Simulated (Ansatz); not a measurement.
Relaxed Zr (hcp, Mg type):

```yaml
crystal:
  lattice:
    - [6.49182, 0.00000, 0.00000]
    - [-1.62295, 2.81104, 0.00000]
    - [0.00000, 0.00000, 5.15116]
  atoms:
    - { symbol: Zr, position: [0.16667, 0.66667, 0.75000] }
    - { symbol: Zr, position: [0.66667, 0.66667, 0.75000] }
    - { symbol: Zr, position: [0.33333, 0.33333, 0.25000] }
    - { symbol: Zr, position: [0.83333, 0.33333, 0.25000] }
```

A phonon eigenvector at M = (0.5, 0.0, 0.0) is frozen into this cell: atom i moves by Q times the vector below, so Q is the largest atomic displacement, in Å. The cell is held. (q is in reciprocal vectors of the primitive cell; the cell shown is doubled to hold the pattern.)

```
atom      x      y       z
----  -----  -----  ------
Zr1   0.000  0.000   1.000
Zr2   0.000  0.000  -1.000
Zr3   0.000  0.000  -1.000
Zr4   0.000  0.000   1.000
```

All values below come from r2SCAN (plane waves to 500 eV, PAW, scalar-relativistic; Ansatz, a program for electronic structure). k mesh 8×16×9 (Γ-centred), Fermi-Dirac smearing 0.05 eV. E stands for the smeared free energy. With partly filled bands, energies and forces of such displacements shift with the k mesh and the smearing. The PAW data are Ansatz's earlier set. Zr is run without spin polarisation. Zr was relaxed with its symmetry unable to fall. The zero of ΔE is the undisplaced structure.

| Q (Å) | ΔE (meV/cell) |
|---|---|
| -0.100 | 175 |
| -0.067 | 76 |
| -0.033 | 19 |
| 0.000 | 0 |
| 0.033 | 19 |
| 0.067 | 76 |
| 0.100 | 175 |

Which DFPT wavenumber at M = (0.5, 0.0, 0.0) belongs to this mode?
A) 158 cm⁻¹
B) 76 cm⁻¹
C) 182 cm⁻¹

A, 158 cm⁻¹. The curvature of the scan gives 158 cm⁻¹

(For displaced atoms, the force is minus the slope of the energy, and its curvature is a force constant, which sets phonon frequencies.)
